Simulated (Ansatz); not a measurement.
Given:

CaO:
Space group Fm-3m (No. 225); a = b = c = 4.707 Å, α = β = γ = 90.00°

```tsv
atom	site	symmetry	x	y	z
Ca	4a	m-3m	0.0000	0.0000	0.0000
O	4b	m-3m	0.5000	0.5000	0.5000
```
(The calculation used a cell of 2 atoms; values per cell refer to that cell.)

This is the LDA-relaxed structure.

Q: All from the program Ansatz at the LDA level (PAW), unless another level is named. Give the electronic dielectric constant ε∞ (DFPT).

A: 3.88.

Q: What about the static dielectric constant ε0 (ions relaxed, cell fixed)?

A: 14.9.

Q: Predict the Born charges (a third of the trace).

A: Ca +2.37, O -2.37 e.

The cell was relaxed with LDA under the symmetry of its start.

Potentials: the earlier of the program's two PAW sets. The files were generated under PBE; for other functionals the program regenerates the frozen cores, and for LDA and PBEsol the local potential too.
